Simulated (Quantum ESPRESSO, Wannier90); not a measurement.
**MoS$_{2}$ (P6₃/mmc, 2Ha stacking, metal over metal as in NbS2): Wannier90 run**

```
begin unit_cell_cart
ang
    3.1854298692    0.0000000000    0.0000000000
   -1.5927149346    2.7586631887    0.0000000000
    0.0000000000    0.0000000000   13.1783900000
end unit_cell_cart
begin atoms_frac
Mo   0.0000000000  0.0000000000  0.2500000000
Mo   0.0000000000  0.0000000000 -0.2500000000
S    0.3333333333 -0.3333333333  0.3677400000
S   -0.3333333333  0.3333333333 -0.3677400000
S   -0.3333333333  0.3333333333 -0.1322600000
S    0.3333333333 -0.3333333333  0.1322600000
end atoms_frac
```

Structure: Materials Project mp-1018809, symmetrised, not relaxed again. COD (Crystallography Open Database) has the formula in 3 space groups, this one among them (matched by group alone). Level: PBEsol, no spin polarisation, no spin-orbit coupling; pw.x of Quantum ESPRESSO at 64 Ry with PseudoDojo potentials, 6×6×4 k-points, Wannier90. Density: 12×12×4 mesh, cold smearing 0.01 Ry. The cell is built of weakly bound layers, chains or molecules, whose nearest atoms lie 3.94 Å apart. Database cells relaxed without dispersion often hold them too far apart, which can enlarge gaps and weakens couplings between them; spacing and stacking were not compared with the measured crystal.

Functional, cutoff and mesh named above are those of the base row (PBEsol); the first column says what each row takes instead. Model: 22 functions from bands 13-50, start hydrogen-like Mo: d; S: p, disentangled but not localised (num_iter = 0), frozen window tied to the conduction edge or Fermi level of each row, as listed, which moves Ω_I and hoppings a little by itself. Energies are relative to the valence-band maximum; the misfit is to pw.x on a path, for states up to 2.1 eV relative to the valence-band maximum. The functional changes, each with its own PseudoDojo files and their cutoffs, on the same cell. The disentangled Ω_I can sit in another minimum from row to row.

| functional | frozen to (eV) | Ω_I (Å²) | rms misfit (meV) | gap (eV) | bottom of band 13 (eV) | on-site S3 pz minus Mo1 dz2 (eV) | hopping modulus Mo1 dyz – S3 py, R = 0 1 0 (eV) | hopping modulus S5 pz – S4 pz, R = 0 0 0 (eV) | hopping modulus Mo1 dx2-y2 – Mo1 dx2-y2, R = 1 0 0 (eV) |
|---|---|---|---|---|---|---|---|---|---|
| LDA | 2.59 | 32.96 | 7.1 | 1.09 | -6.46 | -1.37 | 1.587 | 1.055 | 0.594 |
| PBE | 2.61 | 32.37 | 6.1 | 1.11 | -6.42 | -1.40 | 1.592 | 1.070 | 0.591 |
| PBEsol | 2.61 | 32.72 | 6.5 | 1.10 | -6.46 | -1.38 | 1.593 | 1.075 | 0.597 |
